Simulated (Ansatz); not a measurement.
InAs (zinc blende)

```xyz
2
Lattice="0.0000 3.0932 3.0932 3.0932 0.0000 3.0932 3.0932 3.0932 0.0000" Properties=species:S:1:pos:R:3 pbc="T T T"
As     4.6397     4.6397     4.6397
In     0.0000     0.0000     0.0000
```

Equation-of-state scan: isotropic scaling of the cell above, V₀ being its volume. Symmetry pins the atoms to their sites.

Level of theory: PBE (plane waves to 420 eV, PAW, scalar-relativistic; Ansatz, a first-principles code). k mesh 9×9×9 (Γ-centred), Fermi-Dirac smearing 0.05 eV. The energy includes the smearing's −TS. Compression counts positive. At this level the bands of InAs touch or barely overlap; measurements give the solid a gap. InAs was relaxed with its symmetry unable to fall. The zero of ΔE is the relaxed starting cell. The last digit holds for this mesh only.

```tsv
V (Å³/atom)	ΔE (meV/atom)
24.859	160.2
25.806	95.7
26.753	50.3
27.700	21.0
28.647	4.9
29.594	0.0
30.541	4.3
31.488	16.2
32.435	34.4
33.382	57.9
34.329	withheld
```

Fit a third-order Birch-Murnaghan form (E₀, V₀, B₀, B₀′ free) to the given rows and predict ΔE at V = 34.329.

Least squares on the 10 given rows: ΔE = E₀ + (9V₀B₀/16)·y²·[2 + (B₀′ − 4)y], y = (V₀/V)^(2/3) − 1, with V₀ = 29.603 Å³/atom, B₀ = 48.38 GPa (160.2 GPa = 1 eV/Å³; the term in eV is multiplied by 1000), B₀′ = 4.72, E₀ = 0.03 meV/atom; root-mean-square residual 0.06 meV/atom. At 34.329 the fit gives 85.9 meV/atom; the calculation gives 85.6 meV/atom, so the extrapolation is off by 0.3 (+0.4 %). For the pressure the fit gives -5.1 GPa against the computed -5.0 GPa.

(Under strain, the slope of the energy per volume gives the stress and its curvature an elastic modulus.)
